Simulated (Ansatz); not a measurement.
Below is a relaxed structure of HfW2S6. The cell was found from a structure generator's guess, not taken from experiment.

The calculation used DFT PBE, scalar-relativistic, plane waves, PAW in Ansatz 0.2.0. Cutoff 420 eV, Γ-centred mesh, Gaussian smearing, no spin polarisation.

```
Hf W S
1.0
     0.00000    4.65957    4.65957
     4.65957    0.00000    4.65957
     4.65957    4.65957    0.00000
Hf W S
1 2 6
Cartesian
  0.0000 0.0000 0.0000
  6.9894 6.9894 6.9894
  2.3298 2.3298 2.3298
  0.0000 2.3298 2.3298
  4.6596 2.3298 2.3298
  2.3298 0.0000 2.3298
  2.3298 4.6596 2.3298
  2.3298 2.3298 0.0000
  2.3298 2.3298 4.6596
```

Formation energies are uncorrected and refer to the elements' standard structures at the same level.

Task: What space group does it have?

Result: Fm-3m (No. 225). Conventional cell: a = 9.319 Å. Around Hf lie 12 S at 3.29 Å; W has 6 S at 2.33 Å; S has 2 W at 2.33 Å, 2 Hf at 3.29 Å and 8 S at 3.29 Å.

Task: How far does it lie from the elements in energy?

Result: +0.04 eV/atom. The separate elements lie lower, so it is unstable against them.

Task: Is it a metal?

Result: Yes, bands cross the Fermi level on the 8×8×8 mesh.

Task: From what recipe could a structure generator have reached it?

Result: One such recipe: ordered vacancies on the A sites of perovskite (Fm-3m, No. 225). Other recipes can lead to the same cell.

The last run used an 8×8×8 mesh for its 9-atom cell and Gaussian smearing of 0.10 eV. Spin–orbit coupling, which can matter for Hf and W, is left out. The cell is a metal run without spin, though a test with spin on the coarse mesh kept 0.5 μB a cell, so a magnetic state probably lies lower. The reference form of S is held partly by dispersion forces, which this level lacks. Symmetry constrained the relaxation, so the result can be a saddle point.
